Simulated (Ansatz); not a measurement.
NiSi$_{2}$ (fluorite type, space group Fm-3m)

```yaml
crystal:
  lattice:
    - [0.00000, 2.72203, 2.72203]
    - [2.72203, 0.00000, 2.72203]
    - [2.72203, 2.72203, 0.00000]
  atoms:
    - { symbol: Ni, position: [0.00000, 0.00000, 0.00000] }
    - { symbol: Si, position: [0.25000, 0.25000, 0.25000] }
    - { symbol: Si, position: [0.75000, 0.75000, 0.75000] }
```

This relaxed cell (volume V₀) is scaled evenly in all directions, its shape held. Symmetry pins the atoms to their sites.

Level of theory: PBE (plane waves to 420 eV, PAW, scalar-relativistic; Ansatz, a program for electronic structure). k mesh 15×15×15 (Γ-centred), Fermi-Dirac smearing 0.05 eV. Energies are smeared free energies. Compression counts positive. NiSi2 is run without spin polarisation. NiSi2 was relaxed with its symmetry unable to fall. The PAW data are Ansatz's earlier set. ΔE is measured from the relaxed starting cell. The last digit holds for this mesh only.

```csv
V (Å³/atom),ΔE (meV/atom)
12.639,25.0
12.841,13.6
13.042,5.9
13.244,1.4
13.446,0.0
13.647,1.3
13.849,5.2
14.051,withheld
14.253,19.7
```

### Question
Fit a third-order Birch-Murnaghan form (E₀, V₀, B₀, B₀′ free) to the given rows and predict ΔE at V = 14.051.

### Answer
Least squares on the 8 given rows: ΔE = E₀ + (9V₀B₀/16)·y²·[2 + (B₀′ − 4)y], y = (V₀/V)^(2/3) − 1, with V₀ = 13.446 Å³/atom, B₀ = 146.4 GPa (160.2 GPa = 1 eV/Å³; the term in eV is multiplied by 1000), B₀′ = 4.92, E₀ = -0.01 meV/atom; root-mean-square residual 0.01 meV/atom. At 14.051 the fit gives 11.4 meV/atom; the calculation gives 11.4 meV/atom, the same to the digits shown. For the pressure the fit gives -5.8 GPa against the computed -5.8 GPa.

(Under strain, the slope of the energy per volume gives the stress and its curvature an elastic modulus.)
